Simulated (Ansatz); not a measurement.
From the elastic tensor of Ti2AlC to moduli and sound speeds

Level of theory: Ansatz, DFT LDA, scalar-relativistic, plane waves, PAW. Plane waves to 420 eV; Γ-centred k mesh 12×12×4; Fermi-Dirac smearing of 0.15 eV. No spin polarisation.

It takes space group P6_3/mmc (No. 194, hexagonal). Conventional cell: a = 3.013 Å, b = 3.013 Å, c = 13.523 Å, α = 90.00°, β = 90.00°, γ = 120.00°. Ti (site symmetry 3m) has 3 C at 2.08 Å as nearest neighbours. Around Al (site symmetry -6m2) lie 6 Ti at 2.84 Å and 6 Al at 3.01 Å. Around C (site symmetry -3m) lie 6 Ti at 2.08 Å.

In a metal, frequencies and elastic constants depend on the k mesh and the smearing, soft modes and shear constants most.

Relaxed-ion constants (GPa, on the Cartesian axes of the calculation):
```
324.1  70.8  72.4   0.0   0.0   0.0
 70.8 324.1  72.4   0.0   0.0   0.0
 72.4  72.4 288.8   0.0   0.0   0.0
  0.0   0.0   0.0 118.4   0.0   0.0
  0.0   0.0   0.0   0.0 118.4   0.0
  0.0   0.0   0.0   0.0   0.0 126.6
```

Density 4.208 g/cm³; 8 atoms in 106.32 Å³.

The values that follow are for a polycrystal of randomly turned grains, by Hill's mean where one number stands.

| Item | Value |
| --- | --- |
| Bulk modulus, Voigt / Reuss / Hill | 152.0 / 151.6 / 151.8 GPa |
| Shear modulus, Voigt / Reuss / Hill | 120.8 / 120.5 / 120.6 GPa |
| Young's modulus | 286 GPa |
| Poisson ratio | 0.186 |
| Pugh ratio B/G | 1.26 (under 1.75, the rule of thumb for brittle) |
| Universal anisotropy index | 0.01 |
| Longitudinal and transverse sound speeds | 8620 and 5354 m/s |
| Debye temperature from the mean sound speed | 742 K |

Whether Ti2AlC exists in this form wasn't checked.